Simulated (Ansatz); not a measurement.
The relaxed structure here is a generated cell of Ta: the first start was made by a random draw of sites in a space group, and the end was not matched to a known phase here, so it may be hypothetical. Known forms of Ta include space group No. 229.

One stationary structure of Ta. These are r2SCAN (plane waves to 500 eV, PAW, scalar-relativistic; Ansatz, a first-principles code) values and carry that method's errors.

```xyz
1
Lattice="2.7261 0.0000 0.0000 0.0000 2.7261 0.0000 0.0000 0.0000 2.7261" Properties=species:S:1:pos:R:3 pbc="T T T"
Ta     1.3630     1.3630     1.3630
```

Task: Determine the symmetry and give the standard cell with its independent sites.

Result: Space group Pm-3m (No. 221); a = b = c = 2.726 Å, α = β = γ = 90.00°

| atom | site | symmetry | x | y | z |
|---|---|---|---|---|---|
| Ta | 1b | m-3m | 0.5000 | 0.5000 | 0.5000 |

This is the AFLOW prototype A_cP1_221_a (A_h).

Task: Give the shortest distances between elements (the closest pairs, up to four, under 3.6 Å).

Result: Ta–Ta 2.73 Å.

```json
{
  "volume_per_atom": "20.26 Å³",
  "band_gap": "no gap (metallic)"
}
```

No spin polarisation in the result.

The run could not lose the symmetry of its start, so the end can be a saddle point.
